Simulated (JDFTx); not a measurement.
System: Ir(100) (Fm-3m bulk; lattice of mp-101, not re-optimised at this level), 1x1 cell of 4 atoms in 4 planes, area 7.43 Å² a face, 5.7 Å between the outermost planes in a cell 21.8 Å high; k mesh 8×8×1, Fermi width 0.01 Ha, no spin polarisation.

Profiles through the double layer of this slab, charged, in linear PCM (GLSSA13), water, 2 M KCl; PBE, GBRV ultrasoft potentials, plane waves to 20/100 Ha, JDFTx (a modified build). z is the height above the outermost atoms, φ the plane-averaged electrostatic potential energy of an electron (zero in the bulk liquid), ρ_b the bound charge of solvent and ions, s the cavity shape function (0 in the solid, 1 in the liquid).

```tsv
z (Å)	n (e/Å³)	s	φ (eV)	ρ_b (10⁻³ e/Å³)
1.03	0.1864	0.00	-1.985	-0.01
1.48	0.0492	0.00	-1.283	-1.01
1.93	0.0131	0.00	-0.260	-9.43
2.39	0.0036	0.28	-0.031	-1.93
2.84	0.0010	0.94	-0.021	0.95
3.30	0.0003	1.00	-0.017	0.31
3.75	0.0001	1.00	-0.014	0.08
4.20	0.0000	1.00	-0.011	0.01
4.66	0.0000	1.00	-0.009	0.00
5.11	0.0000	1.00	-0.007	-0.01
5.57	0.0000	1.00	-0.006	-0.01
6.02	0.0000	1.00	-0.005	-0.01
6.48	0.0000	1.00	-0.004	0.00
6.93	0.0000	1.00	-0.003	0.00
7.38	0.0000	1.00	-0.002	0.00
7.84	0.0000	1.00	-0.002	0.00
```

Task: Is the electrode positively or negatively charged, and roughly by how much?

Result: Positively: σ = 8.0 μC/cm² per face. The liquid's bound charge is of the opposite sign overall, and far from the surface φ decays with the screening length (2.1 Å).
